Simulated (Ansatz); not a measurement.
## TiAl: energy along a strain

TiAl, P4/mmm, a = 2.837 Å, c = 4.059 Å (as given, not relaxed at this level: -2.0 GPa). The structure is a COD entry; whether it is the stable form wasn't checked. Ansatz: r2SCAN, PAW, 500 eV, Γ-centred 16×16×12 mesh on 2 atoms, Gaussian smearing 0.15 eV; no spin polarisation. Cell vectors (Å): 2.837 0.000 0.000; 0.000 2.837 0.000; 0.000 0.000 4.059. The cell is strained by x per cent times the pattern (1 -1 0 0 0 0) in the order xx yy zz yz xz xy (engineering shears), with fractional coordinates held. y is the free energy over the start, V0 = 16.338 Å³/atom. Symmetry makes y even in x. Points with a strain past 8.5 % were computed too (2) and aren't used here.

```tsv
x (%)	y (meV/atom)
-5.00	35.99
0.00	0.00
1.25	2.25
2.50	9.02
3.75	20.33
6.25	56.08
7.50	?
```

**Question.** Fit y = c2 x² + c4 x⁴ to the other rows, get the stiffness along the pattern, and predict the missing energy.

**Answer.** Least squares on the rows shown. y = 1.4483 x² − 0.00032636 x⁴. The clamped-ion stiffness p·C·p = 2 × 14.48 eV × 160.2 / 16.338 Å³ = 284 GPa (second derivative at the start, which stands under stress). At x = 7.50 the fit asked for gives 80.43 meV/atom. The run gave 81.23 meV/atom, so the fit is 0.80 meV/atom too low, 0.98 % of the span of the series, against an rms of 0.02 meV/atom on the fitted rows. The row lies outside the fitted range. With a term in x⁶ added, a fit to the same known rows predicts 80.48 meV/atom, no real gain.